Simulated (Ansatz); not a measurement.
Molecular dynamics on a 2×2×2 supercell (24 atoms) of PbS₂ (fluorite), relaxed with r2SCAN. Forces come from r2SCAN in Ansatz 0.2.0: a Nosé-Hoover thermostat at fixed volume, 2200 K, steps of 3 fs. Spin polarisation is off, nuclei are classical, and the run is far too short for thermal averages. The structure comes from a prototype and may be hypothetical.

```yaml
crystal:
  lattice:
    - [0.0, 6.730410076, 6.730410076]
    - [6.730410076, 0.0, 6.730410076]
    - [6.730410076, 6.730410076, 0.0]
  atoms:
    - { symbol: Pb, position: [0.0, 0.0, 0.0] }
    - { symbol: S, position: [0.125, 0.125, 0.125] }
    - { symbol: S, position: [0.375, 0.375, 0.375] }
    - { symbol: Pb, position: [0.0, 0.0, 0.5] }
    - { symbol: S, position: [0.125, 0.125, 0.625] }
    - { symbol: S, position: [0.375, 0.375, 0.875] }
    - { symbol: Pb, position: [0.0, 0.5, 0.0] }
    - { symbol: S, position: [0.125, 0.625, 0.125] }
    - { symbol: S, position: [0.375, 0.875, 0.375] }
    - { symbol: Pb, position: [0.0, 0.5, 0.5] }
    - { symbol: S, position: [0.125, 0.625, 0.625] }
    - { symbol: S, position: [0.375, 0.875, 0.875] }
    - { symbol: Pb, position: [0.5, 0.0, 0.0] }
    - { symbol: S, position: [0.625, 0.125, 0.125] }
    - { symbol: S, position: [0.875, 0.375, 0.375] }
    - { symbol: Pb, position: [0.5, 0.0, 0.5] }
    - { symbol: S, position: [0.625, 0.125, 0.625] }
    - { symbol: S, position: [0.875, 0.375, 0.875] }
    - { symbol: Pb, position: [0.5, 0.5, 0.0] }
    - { symbol: S, position: [0.625, 0.625, 0.125] }
    - { symbol: S, position: [0.875, 0.875, 0.375] }
    - { symbol: Pb, position: [0.5, 0.5, 0.5] }
    - { symbol: S, position: [0.625, 0.625, 0.625] }
    - { symbol: S, position: [0.875, 0.875, 0.875] }
kpoints:
  mp_grid: { grid: [2, 2, 2] }
hamiltonian:
  xc: r2scan
scf:
  occupations: { method: fermi_dirac, width: 0.19 }
md:
  ensemble: nvt_nose_hoover
  temperature: 2200
  timestep: 3.0
  n_steps: 20
  initial_velocities: maxwell_boltzmann
  seed: 6566
```

Command: `ansatz run input.yaml --threads 4 --pin off --max-ram 3686MiB --backend cpu --events-out ev --progress --plain --runs-dir out`.

**Question.** What wall time did it need on 4 threads of Arm Neoverse V2, on a shared host, load about 0.5 per core, and what peak of host memory did it reach?

**Answer.** About 7.4 min, with a peak of 3 GiB.

| step | t (fs) | T (K) | free energy F from step 0 (meV/atom) | kinetic energy (meV/atom) | largest force (eV/Å) |
| --- | --- | --- | --- | --- | --- |
| 0 | 0 | 2200 | 0.0 | 272.5 | 0.00 |
| 1 | 3 | 2201 | -0.1 | 272.6 | 0.13 |
| 2 | 6 | 2202 | -0.2 | 272.7 | 0.26 |
| 3 | 9 | 2201 | -0.2 | 272.7 | 0.39 |
| 4 | 12 | 2198 | 0.2 | 272.2 | 0.51 |
| 5 | 15 | 2188 | 1.3 | 271.1 | 0.68 |
| 6 | 18 | 2171 | 3.5 | 268.9 | 0.86 |
| 7 | 21 | 2144 | 6.8 | 265.6 | 1.05 |
| 8 | 24 | 2106 | 11.5 | 260.9 | 1.26 |
| 9 | 27 | 2057 | 17.6 | 254.9 | 1.53 |
| 10 | 30 | 1999 | 24.9 | 247.7 | 1.81 |
| 11 | 33 | 1934 | 33.1 | 239.6 | 2.08 |
| 12 | 36 | 1865 | 41.8 | 231.0 | 2.34 |
| 13 | 39 | 1798 | 50.3 | 222.7 | 2.56 |
| 14 | 42 | 1739 | 58.0 | 215.5 | 2.74 |
| 15 | 45 | 1696 | 63.8 | 210.0 | 2.86 |
| 16 | 48 | 1673 | 67.1 | 207.2 | 2.97 |
| 17 | 51 | 1676 | 67.2 | 207.6 | 3.06 |
| 18 | 54 | 1707 | 64.0 | 211.5 | 3.07 |
| 19 | 57 | 1765 | 57.6 | 218.6 | 3.00 |
| 20 | 60 | 1845 | 48.5 | 228.5 | 2.86 |

The temperature starts at 2200 K, is lowest at step 16 (1673 K, 48 fs) and ends at 1845 K. By the last step the atoms have moved 0.59 Å in the root mean square, the drift of the whole cell taken out, 1.41 Å at most.

Positions (Å) and forces (eV/Å) at step 20:
```
Pb   0.062  -0.063   0.104    -0.459   0.064  -0.955
S    1.316   1.500   1.884     0.109   0.075  -1.098
S    4.643   5.245   5.188     0.415   0.716  -0.556
Pb   3.269   3.355   0.120    -0.718  -0.770  -1.150
S    5.059   4.280   1.796    -1.056   1.890  -1.191
S    8.528   8.479   5.449     0.181  -0.655  -0.450
Pb   3.155   0.116   3.367    -1.763  -0.505   0.450
S    5.445   2.160   5.122     0.690   0.063  -0.062
S    8.935   5.397   8.179    -1.039   0.058  -0.020
Pb   6.713   3.534   3.196     0.530  -2.284   1.641
S    8.247   4.812   4.388     1.173   1.471   1.260
S   11.430   7.917   8.001    -0.362   0.878  -0.595
Pb   0.170   2.952   3.450     0.631   1.849   0.508
S    1.786   5.017   5.255    -1.138   0.236  -0.464
S    4.401   8.511   8.924     0.929   0.775  -1.024
Pb   3.610   6.843   3.230    -1.000  -0.468   0.127
S    5.300   8.297   4.545    -0.389  -0.216   1.933
S    8.756  11.730   7.984    -0.172   0.982   0.664
Pb   3.440   3.508   6.624     1.174  -2.421   0.010
S    5.692   5.338   9.638    -0.396  -0.094   1.480
S    8.691   8.116  11.498    -0.242  -0.166   0.011
Pb   6.571   6.637   6.777     0.583   0.484   0.161
S    7.791   8.735   8.330     0.521  -0.790  -0.184
S   11.230  12.418  11.841     1.798  -1.174  -0.500
```
